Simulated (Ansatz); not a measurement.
InP (zinc blende)

```yaml
crystal:
  lattice:
    - [0.00000, 2.95351, 2.95351]
    - [2.95351, 0.00000, 2.95351]
    - [2.95351, 2.95351, 0.00000]
  atoms:
    - { symbol: P, position: [0.75000, 0.75000, 0.75000] }
    - { symbol: In, position: [0.00000, 0.00000, 0.00000] }
```

In this cell atom 2 (In, nearest neighbour P at 2.558 Å; its periodic images, 4.2 Å or more away, move with it) is moved by s along Cartesian [111], unit vector (0.577, 0.577, 0.577); all other atoms and the cell stay fixed.

Level of theory: r2SCAN (plane waves to 500 eV, PAW, scalar-relativistic; Ansatz, an electronic-structure program). k mesh 8×8×8 (Γ-centred), Fermi-Dirac smearing 0.05 eV. The energy includes the smearing's −TS. Compression counts positive. F∥ is the force on the atom along that direction. InP was relaxed with its symmetry unable to fall. ΔE is measured from the undisplaced structure.

```csv
s (Å),ΔE (meV/cell),F∥ (eV/Å),P (GPa)
-0.510,1877,9.754,12.0
-0.408,[?],6.479,6.8
-0.306,527,4.065,3.4
-0.204,208,2.278,1.3
-0.102,[?],[?],0.3
0.000,0,0.000,0.0
0.102,36,-0.665,0.2
0.204,127,-1.088,0.7
0.306,251,-1.312,1.4
0.408,389,-1.372,2.1
0.510,527,-1.302,2.8
```

Q: Some entries are withheld; supply them.

A: 
- -0.408, ΔE (meV/cell): 1058
- -0.102, ΔE (meV/cell): 46
- -0.102, F∥ (eV/Å): 0.958

(A displaced cell: forces are minus the slopes of the energy, force constants its curvatures, and phonons follow from these.)
